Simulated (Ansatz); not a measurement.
Task: Name crystals whose computed values (the program Ansatz at the r²SCAN level (PAW)) fall in these windows: G_Hill (GPa) 13 to 15; Θ_D (K) 130 to 170.

Result: 

```json
[
 {"crystal": "La, dhcp (α-La type)", "G_Hill (GPa)": "13.7", "Θ_D (K)": "147"},
 {"crystal": "HgTe, zinc blende", "G_Hill (GPa)": "13.8", "Θ_D (K)": "137"},
 {"crystal": "CdTe, zinc blende", "G_Hill (GPa)": "14.1", "Θ_D (K)": "161"}
]
```
Others may fit too.

All cells were relaxed under the symmetry of their starts (and spin orders); stability against distortions was not tested throughout. Scalar-relativistic: spin–orbit coupling is off unless named, which matters more the heavier the elements.

Potentials: the later of the program's two PAW sets.
